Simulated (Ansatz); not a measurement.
Ca₃SnO:
```
CELL_PARAMETERS angstrom
      4.70595     0.00000     0.00000
      0.00000     4.70595     0.00000
      0.00000     0.00000     4.70595
ATOMIC_POSITIONS crystal
  Ca 0.50000 0.00000 0.50000
  Ca 0.00000 0.50000 0.50000
  Ca 0.50000 0.50000 0.00000
  Sn 0.00000 0.00000 0.00000
  O  0.50000 0.50000 0.50000
```

Relaxed with LDA. Special points in fractions of this cell's reciprocal vectors: Γ (0.000, 0.000, 0.000); X (0.000, 0.500, 0.000); M (0.500, 0.500, 0.000); R (0.500, 0.500, 0.500).

Question: List the band energies nearest the Fermi level at these points for LDA in the plane-wave PAW code Ansatz.

Answer: In eV from the Fermi level; about four levels below and three above (degenerate sets whole), none deeper than 8.9 eV; points with the same levels are listed once.

```json
[
 {"k": "Γ", "below": "-4.19 -4.19 -4.19 -0.07 -0.07", "above": "0.23 0.23 0.23"},
 {"k": "X", "below": "-4.32 -4.32 -3.28 -0.86 -0.86", "above": "1.11 1.12 2.42"},
 {"k": "M", "below": "-4.48 -2.28 -2.28 -1.02", "above": "1.75 2.09 2.09"},
 {"k": "R", "below": "-5.58 -5.58 -5.58 -1.51 -1.51 -1.51", "above": "1.07 1.07 1.07"}
]
```

Space group Pm-3m (anti-perovskite). The first step of the workflow began from a Materials Project structure, measured or hypothetical; the Crystallography Open Database files this formula in space group No. 221, but the cells were not matched. Its standing as an ambient phase is unchecked. The LDA relaxation kept the symmetry of its start; of distortions, only those at the zone centre were tested. The Fermi level of a semimetal is unsure by some 0.05 eV on such meshes. Spin–orbit coupling is left out wherever it is not named.

Potentials: the later of the program's two PAW sets.
